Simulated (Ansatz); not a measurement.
A geometry of TaRu away from equilibrium: step 2 of the relaxation of a relaxed TaRu cell, doubled along one cell vector, shaken by Gaussian noise of σ = 0.08 Å a coordinate. All values below come from PBEsol (plane waves to 420 eV, PAW, scalar-relativistic; Ansatz, a quantum-chemistry and plane-wave program). Γ-centred k-mesh 13×13×2 on the run's cell (coarser than for final values), Fermi–Dirac smearing 0.05 eV.

```xyz
8
Lattice="2.8862 -0.0006 0.0107 -1.4437 2.5006 0.0019 0.0654 0.0509 17.2715" Properties=species:S:1:pos:R:3 pbc="T T T"
Ta     1.4069     0.8191     6.5062
Ta     1.4798     0.7704    15.0164
Ta     0.0564     1.5780     2.1555
Ta    -0.0541     1.5887    10.8239
Ru    -0.1348     0.1477    -0.0642
Ru     0.0903    -0.0466     8.6784
Ru     0.0396    -0.0586     4.3076
Ru     0.0731    -0.0510    12.9961
```

Problem. Which atoms carry the largest force, and which way does it point?

Solution. 1.46 eV/Å, on Ta2 (atoms numbered as listed); on Ta2 its components are (-0.11, 0.03, 1.45).

Problem. What is the pressure?

Solution. +0.2 GPa, compression positive.

Problem. How much energy per atom can still be gained by relaxing?

Solution. 0.31 eV/atom; the path ends in P4/mmm (No. 123).

No spin polarisation in the result.

Of the parent cell (P6₃/mmc (No. 194)): it is a generated cell of TaRu: the first start was made by placing the elements on the sites of a structure type, and the end was not matched to a known phase here, so it may be hypothetical.

The first start was generated by placing the elements on the sites of a structure type. A measured structure of TaRu has the same space group, P4/mmm (No. 123); the sites were not compared with it.
